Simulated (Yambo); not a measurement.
Material: CsHgF₃ (cubic perovskite, space group Pm-3m, No. 221); a = b = c = 4.595 Å, α = β = γ = 90.00° (5 atoms in the cell). The geometry is that of Materials Project entry mp-561947, symmetrised and not relaxed again.

With PBEsol (Quantum ESPRESSO, PseudoDojo norm-conserving, 84 Ry, with spin-orbit coupling), the gap between the mesh's edge points (R → Γ) is 0.441 eV.

**Question.** What does a G0W0 run in Yambo give for it (2×2×2 Γ-centred k mesh, bands 9 to 296 and a 7 Ry block in the screening, 296 bands in G with the Bruneval-Gonze terminator, plasmon pole fitted at 27.2 eV)?

**Answer.** The correction is 1.748 eV, giving 2.189 eV, 5.0 times the PBEsol value.  Nearest settings tried, and what they do to the gap: 196 bands in W, 196 bands in G: +124 meV; 6 Ry block (179 vectors against 251): +2 meV. Not varied: mesh. So the settings aren't converged at that level. The k mesh is coarse. The cell is held in this high symmetry; tilts and polar distortions were not searched.
